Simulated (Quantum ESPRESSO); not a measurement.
# Mo2W2S6PCl: input and log of a self-consistent run

Computed values, not a measurement. The program is pw.x of Quantum ESPRESSO 7.5 (plane-wave density functional theory). The cell is made up: 12 atoms on a layered 2H lattice, with randomly drawn elements, strain and displacements, not relaxed. PseudoDojo standard norm-conserving files (v0.5 for PBE, v0.4.1 for LDA and PBEsol) set the functional; there is no spin polarisation, spin-orbit coupling or dispersion term, and the masses in the input are unused placeholders.

Input:

```
&control calculation='scf', pseudo_dir='./dojo.nc.sr.pbe.v0_5.standard.upf', outdir='./o', disk_io='low', tprnfor=.true., tstress=.true. /
&system ibrav=0, nat=12, ntyp=5, nbnd=58, ecutwfc=79.96652505, nosym=.true., tot_charge=0,
 occupations='smearing', smearing='fd', degauss=0.0018374661
/
&electrons conv_thr=7.350e-09, electron_maxstep=60, /
ATOMIC_SPECIES
Cl 1.0 Cl.upf
Mo 1.0 Mo.upf
P 1.0 P.upf
S 1.0 S.upf
W 1.0 W.upf
CELL_PARAMETERS angstrom
3.2861 -0.0186 -0.0335
-0.0323 5.566 0.0377
-0.1329 0.0863 12.9319
ATOMIC_POSITIONS angstrom
Mo -0.0153 1.8804 3.2205
W 1.5056 0.9967 9.6814
Mo 1.6139 4.6756 3.2572
W -0.153 3.7608 9.7871
S -0.0741 1.8933 8.0731
S -0.062 1.9309 11.3241
P 1.6926 0.9561 1.6028
S 1.5392 0.9217 4.8307
S 1.5688 4.7125 8.114
S 1.5063 4.7278 11.335
S -0.0148 3.6947 1.6819
Cl -0.0492 3.6975 4.8485
K_POINTS automatic
7 4 2 1 1 1
```

The log is shortened where brackets say so; the opening notice, blank lines, dates and the lines on written files are dropped, and the path of the files is cut. It prints rydbergs, bohrs and kilobars, and counts compression as positive stress. With no partly filled state, the Fermi energy that it prints is only some level between the filled and the empty states on the mesh, and need not lie in the true gap.

```
     Program PWSCF v.7.5
     Parallel version (MPI & OpenMP), running on       4 processor cores
     Number of MPI processes:                 4
     Threads/MPI process:                     1
     [start-up lines left out]
     bravais-lattice index     =            0
     lattice parameter (alat)  =       6.2103  a.u.
     unit-cell volume          =    1595.8933 (a.u.)^3
     number of atoms/cell      =           12
     number of atomic types    =            5
     number of electrons       =       104.00
     number of Kohn-Sham states=           58
     kinetic-energy cutoff     =      79.9665  Ry
     charge density cutoff     =     319.8661  Ry
     scf convergence threshold =      7.3E-09
     mixing beta               =       0.7000
     number of iterations used =            8  plain     mixing
     Exchange-correlation= PBE
                           (   1   4   3   4   0   0   0)
     [axes and pseudopotential details left out]
   Cartesian axes
     site n.     atom                  positions (alat units)
         1        Mo     tau(   1) = (  -0.0046557   0.5721896   0.9799705  )
         2        W      tau(   2) = (   0.4581412   0.3032873   2.9459669  )
         3        Mo     tau(   3) = (   0.4910959   1.4227449   0.9911380  )
         4        W      tau(   4) = (  -0.0465566   1.1443792   2.9781305  )
         5        S      tau(   5) = (  -0.0225480   0.5761149   2.4565750  )
         6        S      tau(   6) = (  -0.0188661   0.5875563   3.4458264  )
         7        P      tau(   7) = (   0.5150437   0.2909330   0.4877183  )
         8        S      tau(   8) = (   0.4683653   0.2804654   1.4699405  )
         9        S      tau(   9) = (   0.4773724   1.4339733   2.4690206  )
        10        S      tau(  10) = (   0.4583542   1.4386290   3.4491432  )
        11        S      tau(  11) = (  -0.0045035   1.1242655   0.5117877  )
        12        Cl     tau(  12) = (  -0.0149711   1.1251175   1.4753569  )
     number of k points=    28  Fermi-Dirac smearing, width (Ry)=  0.0018
                       cart. coord. in units 2pi/alat
        k(    1) = (   0.0725013   0.0737922   0.0637840), wk =   0.0714286
        k(    2) = (   0.0712107   0.0746455  -0.0632976), wk =   0.0714286
     [further k points left out]
     Dense  grid:   154215 G-vectors     FFT dimensions: (  36,  60, 144)
     Estimated max dynamical RAM per process >     398.77 MB
     Estimated total dynamical RAM >       1.45 GB
     Initial potential from superposition of free atoms
     starting charge     103.9958, renormalised to     104.0000
     Starting wfcs are   72 randomized atomic wfcs
     total cpu time spent up to now is        4.7 secs
     per-process dynamical memory:   278.2 Mb
     Self-consistent Calculation
     iteration #  1     ecut=    79.97 Ry     beta= 0.70
     Davidson diagonalization with overlap
     ethr =  1.00E-02,  avg # of iterations =  2.0
     total cpu time spent up to now is       12.9 secs
     total energy              =    -762.83544639 Ry
     estimated scf accuracy    <       1.53098902 Ry
     iteration #  2     ecut=    79.97 Ry     beta= 0.70
     Davidson diagonalization with overlap
     ethr =  1.47E-03,  avg # of iterations =  9.5
     total cpu time spent up to now is       28.4 secs
     total energy              =    -758.98685503 Ry
     estimated scf accuracy    <      58.98839627 Ry
     iteration #  3     ecut=    79.97 Ry     beta= 0.70
     Davidson diagonalization with overlap
     ethr =  1.47E-03,  avg # of iterations = 11.7
     total cpu time spent up to now is       42.5 secs
     total energy              =    -760.62913816 Ry
     estimated scf accuracy    <      75.18879628 Ry
     iteration #  4     ecut=    79.97 Ry     beta= 0.70
     Davidson diagonalization with overlap
     c_bands:  1 eigenvalues not converged
     ethr =  1.47E-03,  avg # of iterations = 13.4
     total cpu time spent up to now is       55.1 secs
     total energy              =    -763.45893909 Ry
     estimated scf accuracy    <       3.22830770 Ry
     iteration #  5     ecut=    79.97 Ry     beta= 0.70
     Davidson diagonalization with overlap
     ethr =  1.47E-03,  avg # of iterations =  3.0
     total cpu time spent up to now is       63.6 secs
     total energy              =    -763.77540509 Ry
     estimated scf accuracy    <       0.19747198 Ry
     [iterations 6 to 15 left out]
     iteration # 16     ecut=    79.97 Ry     beta= 0.70
     Davidson diagonalization with overlap
     ethr =  1.91E-09,  avg # of iterations =  5.0
     total cpu time spent up to now is      177.7 secs
     total energy              =    -763.80570397 Ry
     estimated scf accuracy    <       0.00000043 Ry
     iteration # 17     ecut=    79.97 Ry     beta= 0.70
     Davidson diagonalization with overlap
     ethr =  4.09E-10,  avg # of iterations =  3.6
     total cpu time spent up to now is      186.4 secs
     total energy              =    -763.80570403 Ry
     estimated scf accuracy    <       0.00000016 Ry
     iteration # 18     ecut=    79.97 Ry     beta= 0.70
     Davidson diagonalization with overlap
     ethr =  1.53E-10,  avg # of iterations =  2.2
     total cpu time spent up to now is      194.2 secs
     total energy              =    -763.80570404 Ry
     estimated scf accuracy    <       0.00000007 Ry
     iteration # 19     ecut=    79.97 Ry     beta= 0.70
     Davidson diagonalization with overlap
     ethr =  6.43E-11,  avg # of iterations =  4.9
     total cpu time spent up to now is      203.1 secs
     total energy              =    -763.80570405 Ry
     estimated scf accuracy    <       0.00000001 Ry
     iteration # 20     ecut=    79.97 Ry     beta= 0.70
     Davidson diagonalization with overlap
     ethr =  1.24E-11,  avg # of iterations =  5.0
     total cpu time spent up to now is      212.3 secs
     End of self-consistent calculation
          k = 0.0725 0.0738 0.0638 ( 19263 PWs)   bands (ev):
   -64.9129 -64.8898 -51.9138 -51.6153 -29.2025 -29.0736 -29.0509 -29.0310
   -28.9910 -28.9597 -26.0458 -26.0007 -25.9713 -25.7138 -25.6906 -25.6199
    -7.7770  -4.9221  -3.8209  -3.5986  -3.2476  -3.1562  -2.8845  -0.1068
     2.8795   3.0315   3.3854   3.4856   4.4554   4.5026   4.7146   5.1611
     5.4259   5.9977   6.1584   6.2240   6.3452   6.4422   6.8076   6.9862
     7.2441   7.3407   7.4951   7.5881   7.6909   7.8716   8.0930   8.3180
     8.5903   8.6425   9.1453   9.8182  10.5794  10.8120  11.1906  11.5165
    11.5435  11.6929
     [levels at the other k points left out]
     the Fermi energy is    10.1450 ev
!    total energy              =    -763.80570406 Ry
     estimated scf accuracy    <          1.1E-09 Ry
     smearing contrib. (-TS)   =      -0.00000003 Ry
     internal energy E=F+TS    =    -763.80570403 Ry
     The total energy is F=E-TS. E is the sum of the following terms:
     one-electron contribution =    -382.19433669 Ry
     hartree contribution      =     228.84261718 Ry
     xc contribution           =    -157.92269567 Ry
     ewald contribution        =    -452.53128885 Ry
     convergence has been achieved in  20 iterations
     Forces acting on atoms (cartesian axes, Ry/au):
     atom    1 type  2   force =    -0.00565453   -0.03696156    0.05034880
     atom    2 type  5   force =     0.04432180    0.00132262   -0.00226629
     atom    3 type  2   force =    -0.00441358    0.00297012   -0.01883183
     atom    4 type  5   force =     0.03106425    0.02157656   -0.05485316
     atom    5 type  4   force =    -0.02470175    0.01867362    0.06032985
     atom    6 type  4   force =    -0.02122033   -0.01666074   -0.02787560
     atom    7 type  3   force =    -0.02097541   -0.01418075   -0.00640110
     atom    8 type  4   force =     0.02860288    0.00221587   -0.04461836
     atom    9 type  4   force =    -0.02806104   -0.01383349    0.05713718
     atom   10 type  4   force =    -0.00129750   -0.01139335   -0.03143702
     atom   11 type  4   force =    -0.00479305    0.03521138    0.01655848
     atom   12 type  1   force =     0.00712825    0.01105972    0.00190906
     Total force =     0.165539     Total SCF correction =     0.000174
     Computing stress (Cartesian axis) and pressure
          total   stress  (Ry/bohr**3)                   (kbar)     P=      -59.05
  -0.00054068   0.00004225   0.00018814          -79.54        6.21       27.68
   0.00004225  -0.00029192  -0.00008239            6.21      -42.94      -12.12
   0.00018814  -0.00008239  -0.00037160           27.68      -12.12      -54.66
     init_run     :      4.43s CPU      4.60s WALL (       1 calls)
     electrons    :    205.71s CPU    207.62s WALL (       1 calls)
     forces       :      2.10s CPU      2.12s WALL (       1 calls)
     stress       :      6.96s CPU      7.12s WALL (       1 calls)
     [timing details left out]
     PWSCF        :   3m39.37s CPU   3m41.71s WALL
     JOB DONE.
```

In other units: free energy -10392.106 eV for the cell, pressure -5.90 GPa, largest force component 1.551 eV/Å. A rerun of this cell at a cutoff of 1377 eV and k mesh 9 x 6 x 4 moved values by no more than 0.002 eV in energy, 0.02 GPa in stress and 0.005 eV/Å in force.